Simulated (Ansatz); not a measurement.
**Ansatz 0.2.0, settings compared: ZrBTe**

The input file (Ansatz 0.2.0, plane waves):

```yaml
crystal:
  lattice:
    - [3.530373, 0.0, 0.0]
    - [0.0, 3.530373, 0.0]
    - [0.0, 0.0, 9.14644]
  atoms:
    - { symbol: B, position: [0.0, 0.0, 0.0] }
    - { symbol: B, position: [0.5, 0.5, 0.0] }
    - { symbol: Zr, position: [0.0, 0.5, 0.23] }
    - { symbol: Zr, position: [0.5, 0.0, 0.77] }
    - { symbol: Te, position: [0.0, 0.5, 0.64] }
    - { symbol: Te, position: [0.5, 0.0, 0.36] }
  symmetry: { tolerance: 0.0003 }
kpoints:
  mp_grid: { grid: [5, 5, 2], shift: [0, 0, 0] }
magnetization:
  spin_polarized: false
scf:
  occupations: { method: cold, width: 0.0102 }
hamiltonian:
  pseudopotentials: { kind: paw }
  xc: pbe
basis:
  ecutwfc: 420
output:
  forces: true
  stress: true
  eigenvalues: true
```

Run with:

```bash
ansatz run input.yaml --threads 1 --pin off --max-ram 2560MiB --backend cpu --events-out ev --progress --plain --runs-dir out
```

Origin of the cell: a known structure type with other elements, at an estimated volume, so it need not be a known compound.

Output of this run (shortened):

```
SCF iter   1: F=—  HF=-22638.640515 eV  Δρ=4.15e-3  dr2=1.86e-2
SCF iter   2: F=—  HF=-22638.641125 eV  S|Δr|=    0.00e0  Δρ=2.52e-3  dr2=8.37e-3  defer=26
SCF iter   3: F=—  HF=-22638.641758 eV  S|Δr|=    0.00e0  Δρ=4.04e-4  dr2=2.15e-4  defer=26
SCF iter   4: F=—  HF=-22638.641666 eV  S|Δr|=    0.00e0  Δρ=2.05e-4  dr2=7.13e-5  defer=26
SCF iter   5: F=—  HF=-22638.641634 eV  S|Δr|=    0.00e0  Δρ=7.30e-5  dr2=7.53e-6  defer=26
SCF iter   6: F=—  HF=-22638.641635 eV  S|Δr|=    0.00e0  Δρ=1.83e-5  dr2=1.32e-6  defer=26
SCF iter   7: F=-22638.641635 eV  HF=-22638.641635 eV  S|Δr|=    0.00e0  Δρ=4.84e-6  dr2=4.29e-8
SCF 1 converged in 7 iterations: F = -22638.641635 eV  dr2 = 4.29e-8
SCF converged after 7 iterations
Stability not checked: this state was not tested for a lower state beside it, because cold or Methfessel-Paxton smearing, or corrected tetrahedra, fill the levels in a way that the test cannot read (fill_not_monotonic; […]
Free energy (F): -22638.641635 eV
Harris-Foulkes:  -22638.641635 eV  (|F-HF|=2.47e-8)
Internal energy: -22638.641198 eV  (E = F + TS)
E sigma→0 (E₀):  -22638.641489 eV
Entropy (-TS):   -0.000437 eV (-0.073 meV/atom)
Fermi energy:    12.361718 eV
--- Per-component energies (eV) ---
  E_band       = -598.974222
  E_kinetic    = 1114.590158
  E_local      = -4195.688980  (includes V_loc(G=0)·N_el)
  E_nonlocal   = -435.532525
  E_hartree    = 2255.119546
  E_xc         = -635.203549
  E_vxc        = -665.633044  (∫ρ·V_xc dr)
  E_paw        = -15390.379170  (= ΣΔE_a)
  E_vpaw       = -926.943124  (= ΣTr[D̂ρ^β])
  E_aug_tail   = -0.000297  (compensation charges beyond the density's cutoff)
  E_ewald      = -5351.546381
  E_smearing   = -0.000437  (= −TS)
  Σ components = -22638.641635   (vs F -22638.641635, Δ=0.00e0)
--- Forces (eV/Å), atoms counted from 1 ---
  atom   1  B      0.000000     0.000000    -0.000000
  atom   2  B      0.000000     0.000000     0.000000
  atom   3  Zr     0.000000     0.000000    -3.051316
  atom   4  Zr     0.000000     0.000000     3.051316
  atom   5  Te     0.000000     0.000000    -0.940316
  atom   6  Te     0.000000     0.000000     0.940316
  max |Σ_I F_I| component: 0.00e0 eV/Å
--- Stress (GPa, compression-positive) ---
        7.666332       0.000000       0.000000
        0.000000       7.666332       0.000000
        0.000000       0.000000      -7.382534
  P = ⅓ Tr σ = 2.6500 GPa (26.500 kbar)
```

The same input was run again with these changes:

1. `magnetization` { spin_polarized: false } → { spin_polarized: true } (starts: flip); `hamiltonian.xc` pbe → rpbe; `basis.xc_grid` default → 1; typed moments: none
2. `basis.ecutrho_ratio` default → 4; `basis.ecutwfc` 420 → "33.1 Ry"; `kpoints.mp_grid.shift` [0, 0, 0] → [0.5, 0.5, 0.5]
3. `basis.ecutwfc` 420 → "300 eV"; `basis.ecutrho_ratio` default → 12
4. `scf.eigensolver.kind` default → davidson

```tsv
run	end	SCF iterations	P (GPa)	max force component (eV/Å)	moment (μB)	ΔE(σ→0) (meV/atom)
base	converged	7	2.65	3.051	–	0
1	converged	14	4.74	3.054	0.32	–
2	converged	9	3.42	3.034	–	0.79
3	converged	7	2.72	3.063	–	39.53
4	converged	8	2.65	3.051	–	0.00
```

Energies are compared only where functional, datasets, charge and starting cell are the same.

Not properties of the system: run 3 (too coarse or loose: `basis.ecutwfc` = "300 eV").

Caveats of the base run: no moments, though an odd count or open d shells may carry them; no spin-orbit coupling, though heavy elements are present; the k mesh is coarse if the cell is a metal.

Run 1: forces of this functional can be a tenth off on datasets made under PBE; one start, so the magnetic state may not be the lowest; spin is on but no moment was typed.
Run 3: the cutoff lies below the datasets' advice.

The base run ran for 4 s on 1 thread of Intel(R) Xeon(R) Platinum 8375C CPU @ 2.90GHz (Ice Lake), with other jobs on the host, peak memory 0.45 GiB, from the program's own first density.
